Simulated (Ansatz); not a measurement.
**Stress against strain in Bi**

```yaml
crystal:
  lattice:
    - [2.27300, 1.31232, 3.95400]
    - [-2.27300, 1.31232, 3.95400]
    - [0.00000, -2.62463, 3.95400]
  atoms:
    - { symbol: Bi, position: [0.23389, 0.23389, 0.23389] }
    - { symbol: Bi, position: [0.76611, 0.76611, 0.76611] }
```

Atom numbers follow the list: Bi1, Bi2.

The structure is an experimental refinement, used without relaxation.

Spin–orbit coupling is left out, though it moves levels of the heavy atoms by tenths of an eV or more.

Method: Ansatz 0.2.0, DFT, LDA, all-electron LAPW, scalar-relativistic.

The runs use a Γ-centred 11×11×11 k mesh, Fermi–Dirac smearing of 0.03 eV, basis error target 0.25 meV/atom, no spin polarisation.

The strain is applied along the Cartesian axes of the cell as listed (the other components stay zero). Fractional coordinates are held (clamped ions).

σ is the change of stress from the unstrained cell, which is at -1.83 GPa; tension is positive, so slopes are stress–strain coefficients at that pressure. In a metal the k mesh adds noise.

Only quantities that a quadratic follows smoothly over the whole series are listed; rougher ones are left out.

```
εxx = εyy  σzz (GPa)  σxx (GPa)
  -0.0300      -2.30      -3.80
  -0.0200      -1.44      -2.40
  -0.0100      -0.67      -1.14
   0.0000       0.00       0.00
   0.0200       1.10       1.96
   0.0300       1.55       2.80
```

Problem. Fit the series and read off the stiffness at zero strain.

Solution. Least-squares fits y = p0 + p1 x + p2 x² to the rows give σzz (GPa): p1 = 63.9, p2 = -420; σxx (GPa): p1 = 110, p2 = -560. So C13 + C23 = 64 GPa and C11 + C12 = 110 GPa, for these axes.

Problem. One run, at εxx = εyy = 0.0100, is withheld. Predict its row.

Solution. The fits give 0.60, 1.05; the run gave 0.59, 1.03.
